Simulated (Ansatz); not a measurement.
Ir₃W:
```xyz
8
Lattice="5.5076 0.0000 0.0000 -2.7538 4.7697 0.0000 0.0000 0.0000 4.3976" Properties=species:S:1:pos:R:3 pbc="T T T"
W      0.0000     3.1798     1.0994
W      2.7538     1.5899     3.2982
Ir     2.7538     3.1826     1.0994
Ir    -1.3793     3.9761     3.2982
Ir     1.3745     0.7936     1.0994
Ir     0.0000     1.5872     3.2982
Ir     4.1331     0.7936     1.0994
Ir     1.3793     3.9761     3.2982
```

Relaxed with r²SCAN. Special points in fractions of this cell's reciprocal vectors: Γ (0.000, 0.000, 0.000); M (0.500, 0.000, 0.000); K (0.333, 0.333, 0.000); A (0.000, 0.000, 0.500); L (0.500, 0.000, 0.500); H (0.333, 0.333, 0.500).

Problem. List the band energies nearest the Fermi level at these points for plane-wave PAW r²SCAN (Ansatz code).

Solution. In eV from the Fermi level; about four levels below and three above (degenerate sets whole), none deeper than 8.9 eV; points with the same levels are listed once.

```
k                                below                above
-  -----------------------------------  -------------------
Γ              -2.17 -2.17 -1.84 -0.47       0.56 1.01 1.02
M              -1.67 -1.25 -0.47 -0.42       0.19 0.48 0.63
K        -1.85 -1.85 -1.60 -0.99 -0.99       0.49 0.49 0.52
A  -0.89 -0.89 -0.89 -0.89 -0.13 -0.13  0.58 0.58 0.58 0.58
L              -1.89 -1.89 -0.17 -0.17  0.71 0.71 0.82 0.82
H              -2.08 -2.08 -1.79 -1.79  0.13 0.13 0.58 0.58
```

Space group P6_3/mmc. The workflow started from an entry of the Crystallography Open Database (COD). Whether it is the stable phase at ambient conditions was not checked. Symmetry was held in the r²SCAN relaxation; its stability against distortions is not shown here. The run is not spin-polarised. The volume moved by 44 % from the start of the relaxation. Spin–orbit coupling is left out wherever it is not named.

Potentials: the later of the program's two PAW sets.
